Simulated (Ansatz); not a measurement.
AlN:
Space group Fm-3m (No. 225); a = 4.038 Å, b = 4.038 Å, c = 4.038 Å, α = 90.00°, β = 90.00°, γ = 90.00°

| atom | site | symmetry | x | y | z |
|---|---|---|---|---|---|
| Al | 4a | m-3m | 0.0000 | 0.0000 | 0.0000 |
| N | 4b | m-3m | 0.5000 | 0.5000 | 0.5000 |
(The calculation used a cell of 2 atoms; values per cell refer to that cell.)

Relaxed with r²SCAN.

**Question.** Tabulate the valence density and the electron localisation function along the shortest Al–Al contact (2.86 Å), r²SCAN in the plane-wave PAW code Ansatz.

**Answer.** 

```
distance from Al (Å)  density (e/Å³)   ELF
--------------------  --------------  ----
0.29                            0.05  0.01
0.43                            0.07  0.00
0.57                            0.10  0.02
0.71                            0.15  0.07
0.86                            0.19  0.13
1.00                            0.21  0.17
1.14                            0.22  0.17
1.28                            0.22  0.17
1.43                            0.22  0.17
1.57                            0.22  0.17
1.71                            0.22  0.17
1.86                            0.21  0.17
2.00                            0.19  0.13
2.14                            0.15  0.07
2.28                            0.10  0.02
2.43                            0.07  0.00
2.57                            0.05  0.01
```

The density is the valence pseudo-density with augmentation charge, so density and ELF within about 1 Å of a nucleus are not all-electron values.

This is a known high-pressure phase of the composition, computed here at zero pressure and temperature. The cell was relaxed with r²SCAN under the symmetry of its start; whether a distortion lowers the energy is not shown. The volume moved by -16 % from the start of the relaxation.

Potentials: the later of the program's two PAW sets.
